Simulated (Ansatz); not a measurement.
NaPt$_{3}$O$_{4}$:
```cif
data_Na2O8Pt6
_chemical_formula_sum 'Na2 Pt6 O8'
_space_group_name_H-M_alt 'Pm-3n'
_space_group_IT_number 223
_space_group_name_Hall '-P 4n 2 3'
_cell_length_a 5.67995
_cell_length_b 5.67995
_cell_length_c 5.67995
_cell_angle_alpha 90.000
_cell_angle_beta 90.000
_cell_angle_gamma 90.000
loop_
_atom_site_label
_atom_site_type_symbol
_atom_site_symmetry_multiplicity
_atom_site_Wyckoff_symbol
_atom_site_fract_x
_atom_site_fract_y
_atom_site_fract_z
_atom_site_occupancy
Na1 Na 2 a 0.00000 0.00000 0.00000 1
Pt1 Pt 6 c 0.00000 0.50000 0.25000 1
O1 O 8 e 0.25000 0.25000 0.25000 1
```

This is the PBEsol-relaxed structure.

All from the program Ansatz at the PBEsol level (PAW), unless another level is named. Estimate the Hill bulk and shear moduli.

218 and 71.6 GPa.

What about the highest zone-centre frequency?

653 cm⁻¹.

The first step of the workflow began from a Materials Project structure, measured or hypothetical; the Crystallography Open Database files this formula in space group No. 223, but the cells were not matched. Whether it is the stable phase at ambient conditions was not checked. The cell was relaxed with PBEsol under the symmetry of its start; whether a distortion lowers the energy is not shown. No spin polarisation was allowed. As this level gives no gap, shear constants depend on the k-mesh and smearing (Fermi–Dirac, 0.1 eV here). As this level gives no gap, phonon frequencies hold no LO–TO term and depend on the k-mesh and smearing (Fermi–Dirac, 0.1 eV here). Scalar-relativistic: spin–orbit coupling is off unless named, which matters more the heavier the elements.

Potentials: the earlier of the program's two PAW sets. The files were generated under PBE; for other functionals the program regenerates the frozen cores, and for LDA and PBEsol the local potential too.
